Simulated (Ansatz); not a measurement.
Mg3Sb2:
```cif
data_Mg3Sb2
_chemical_formula_sum 'Sb2 Mg3'
_space_group_name_H-M_alt 'P-3m1'
_space_group_IT_number 164
_space_group_name_Hall '-P 3 2"'
_cell_length_a 4.55164
_cell_length_b 4.55164
_cell_length_c 7.17682
_cell_angle_alpha 90.000
_cell_angle_beta 90.000
_cell_angle_gamma 120.000
loop_
_atom_site_label
_atom_site_type_symbol
_atom_site_symmetry_multiplicity
_atom_site_Wyckoff_symbol
_atom_site_fract_x
_atom_site_fract_y
_atom_site_fract_z
_atom_site_occupancy
Sb1 Sb 2 d 0.33333 0.66667 0.22417 1
Mg1 Mg 1 a 0.00000 0.00000 0.00000 1
Mg2 Mg 2 d 0.66667 0.33333 0.36735 1
```

Relaxed with PBEsol. PBEsol (plane waves, PAW; program Ansatz) gives a gap of 0.10 eV.

Task: What gap does HSE06 give on the same cell (Ansatz, PAW)?

Result: 0.56 eV, 0.46 eV more. The hybrid was solved on a coarser mesh and at special points; its gap is the smallest among all of these.

| k | v1 PBEsol | c1 PBEsol | v1 HSE06 | c1 HSE06 |
|---|---|---|---|---|
| Γ | 0.00 | 1.09 | 0.00 | 1.75 |
| A | -0.80 | 1.69 | -0.91 | 2.30 |
| K | -2.59 | 0.21 | (withheld) | (withheld) |
| H | -1.01 | 1.74 | (withheld) | (withheld) |
| M | -0.93 | 0.31 | (withheld) | (withheld) |
| L | -1.58 | 0.48 | (withheld) | (withheld) |

Task: Top valence (v1) and lowest conduction level (c1) in eV from each method's valence maximum (which need not be a listed point): supply the withheld HSE06 values.

Result: 
- L, v1 HSE06: -1.73
- L, c1 HSE06: 0.92
- H, v1 HSE06: -1.12
- H, c1 HSE06: 2.29
- K, v1 HSE06: -2.86
- K, c1 HSE06: 0.61
- M, v1 HSE06: -1.05
- M, c1 HSE06: 0.76

Cost on shared cores: the PBEsol run (SCF on a 7×7×4 mesh, then bands and DOS) roughly 90 core-seconds, the HSE06 run (SCF on 4×4×3, then a few points) about 4 core-minutes (a rough figure); the tasks are unlike.

Symmetry was held in the PBEsol relaxation. Scalar-relativistic: spin–orbit coupling is off unless named, which matters more the heavier the elements.

Potentials: the later of the program's two PAW sets.
